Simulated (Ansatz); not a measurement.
Starting structure of a cell relaxation (symmetry kept):

```cif
data_structure
_symmetry_space_group_name_H-M 'P 1'
_symmetry_Int_Tables_number 1
_cell_length_a 5.9526
_cell_length_b 5.9526
_cell_length_c 5.9526
_cell_angle_alpha 137.553
_cell_angle_beta 137.553
_cell_angle_gamma 61.589
_cell_volume 94.98
loop_
_atom_site_label
_atom_site_type_symbol
_atom_site_fract_x
_atom_site_fract_y
_atom_site_fract_z
_atom_site_occupancy
Ca1 Ca 0.00000 0.00000 0.00000 1
As1 As 0.37975 0.37975 0.00000 1
As2 As 0.62025 0.62025 0.00000 1
Pd1 Pd 0.75000 0.25000 0.50000 1
Pd2 Pd 0.25000 0.75000 0.50000 1
```

Method: Ansatz 0.2.0, DFT PBEsol, scalar-relativistic, plane waves, PAW.

Settings: cutoff 420 eV, Γ-centred mesh 12×12×12 on the computed 5-atom cell, Gaussian smearing of 0.10 eV; no spin polarisation.

Q: What does it relax to?

A: The volume decreases by 0.46 Å³/atom to 18.53 Å³/atom, and the energy falls by 4.4 meV/atom. Final structure:
```
CELL_PARAMETERS angstrom
-2.13892 2.13892 5.06316
2.13892 -2.13892 5.06316
2.13892 2.13892 -5.06316
ATOMIC_POSITIONS crystal
Ca 0.00000 0.00000 0.00000
As 0.37888 0.37888 0.00000
As 0.62112 0.62112 0.00000
Pd 0.75000 0.25000 0.50000
Pd 0.25000 0.75000 0.50000
```

Course of the relaxation (steps run on the plane waves of an earlier cell, and the basis is chosen afresh near the end, so energy and pressure can step there; trial steps that raised the energy were taken back; energies are free energies):

```json
{"step": "1", "E − E_final (meV/atom)": "4.4", "largest force component (eV/Å)": "0.261", "P (GPa)": "-2.65", "V (Å³/atom)": "19.00"}
{"step": "2", "E − E_final (meV/atom)": "0.1", "largest force component (eV/Å)": "0.040", "P (GPa)": "0.56", "V (Å³/atom)": "18.43"}
{"step": "3", "E − E_final (meV/atom)": "-0.1", "largest force component (eV/Å)": "0.009", "P (GPa)": "-0.03", "V (Å³/atom)": "18.53"}
{"step": "4", "E − E_final (meV/atom)": "-0.1", "largest force component (eV/Å)": "0.003", "P (GPa)": "-0.01", "V (Å³/atom)": "18.53"}
{"step": "5", "E − E_final (meV/atom)": "0.0", "largest force component (eV/Å)": "0.003", "P (GPa)": "-0.01", "V (Å³/atom)": "18.53"}
```